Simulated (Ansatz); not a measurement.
In plane-wave PAW PBEsol (Ansatz code), AlSiCN in the trigonal phase (R3m; Al on 3a, N on 3a, Si on 3a, C on 3a) relaxes to a = 3.114 Å, c = 15.222 Å. Al has 4 nearest neighbours from 1.90 Å (tetrahedral); N has 4 nearest neighbours from 1.93 Å (tetrahedral); C has 4 nearest neighbours from 1.74 Å (tetrahedral). Its formation energy from the elements is -0.40 eV/atom, with no fitted shifts.

Electronic character: metallic (no gap).

The bulk modulus is 185 GPa. The highest mode at Γ lies at 952 cm^-1.

The start of the workflow was typed in or built on a structure type; neither database checked (COD, Materials Project) lists it. Whether it is the stable phase at ambient conditions was not checked. The cell was relaxed with PBEsol under the symmetry of its start; whether a distortion lowers the energy is not shown. A small band overlap can be real or an error of a semilocal functional. As this level gives no gap, phonon frequencies hold no LO–TO term and depend on the k-mesh and smearing (Fermi–Dirac, 0.1 eV here). The references are the lowest solids computed at this level, not always the standard phases (solids in place of the gases).

Potentials: the earlier of the program's two PAW sets. The files were generated under PBE; for other functionals the program regenerates the frozen cores, and for LDA and PBEsol the local potential too.
